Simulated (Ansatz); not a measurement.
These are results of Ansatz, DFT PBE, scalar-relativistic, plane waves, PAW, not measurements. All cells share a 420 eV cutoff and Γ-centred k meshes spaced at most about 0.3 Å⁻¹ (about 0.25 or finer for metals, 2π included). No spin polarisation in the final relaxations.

These are static total energies at zero pressure.

Two relaxed structures of MgCd2TeSe2:

A.

```
CELL_PARAMETERS angstrom
4.08585 0.00000 0.00000
-2.04292 3.53845 0.00000
0.00000 0.00000 10.13963
ATOMIC_POSITIONS crystal
Mg 0.00000 0.00000 0.50000
Cd 0.66667 0.33333 0.81425
Cd 0.33333 0.66667 0.18575
Te 0.00000 0.00000 0.00000
Se 0.66667 0.33333 0.34926
Se 0.33333 0.66667 0.65074
```

B.

```
CELL_PARAMETERS angstrom
5.65767 0.00000 0.00000
0.00000 5.65767 0.00000
0.00000 0.00000 5.67215
ATOMIC_POSITIONS crystal
Mg 0.50000 0.50000 0.50000
Cd 0.00000 0.00000 0.25731
Cd 0.00000 0.00000 0.74269
Te 0.50000 0.50000 0.00000
Se 0.00000 0.50000 0.00000
Se 0.50000 0.00000 0.00000
```

**Question.** Which is lower in energy, and by how much?

**Answer.** A is lower, by 0.62 eV/atom. A has space group P-3m1 (No. 164), 24.4 Å³/atom and no gap on its mesh; B has space group P4/mmm (No. 123), 30.3 Å³/atom and no gap. The shortest distance is 2.81 Å (Mg–Se) in A and 2.75 Å (Cd–Cd) in B. The denser one is the lower, and pressure would at first widen the difference. In A, around Mg lie 6 Se at 2.81 Å; around Cd lie 3 Se at 2.88 Å and 3 Te at 3.02 Å; Te is surrounded by 6 Cd at 3.02 Å; Se has 3 Mg at 2.81 Å and 3 Cd at 2.88 Å. In B, around Mg lie 2 Te at 2.84 Å; around Cd lie 1 Cd at 2.75 Å, 1 Cd at 2.92 Å and 4 Se at 3.18 Å; Te is surrounded by 4 Se at 2.83 Å and 2 Mg at 2.84 Å; Se has 2 Te at 2.83 Å and 4 Cd at 3.18 Å. Both come from invented guesses.

These runs have no spin–orbit coupling, which can matter for Te. Cells relaxed within their symmetry can be saddle points.
